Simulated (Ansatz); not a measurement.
Question: MoS2 in space group R3m (No. 160; Mo on 3a, S on 3a, S on 3a) is relaxed with the program Ansatz at the PBE+D3(BJ) level (PAW). What lattice parameters of the conventional cell result?

Answer: a = 3.153 Å, c = 17.994 Å.

Question: Give the free coordinates with the occupied sites.

Answer: In one choice of origin and axes:

```tsv
atom	site	symmetry	x	y	z
Mo	3a	3m	0.0000	0.0000	0.0002
S	3a	3m	0.0000	0.0000	0.5800
S	3a	3m	0.0000	0.0000	0.7538
```

Question: Is it a metal or does it have a gap at this level?

Answer: A gap of 0.76 eV, indirect.

The PBE+D3(BJ) relaxation kept the symmetry of its start; of distortions, only those at the zone centre were tested. No spin polarisation was allowed. Scalar-relativistic: spin–orbit coupling is off unless named, which matters more the heavier the elements.

Potentials: the later of the program's two PAW sets.
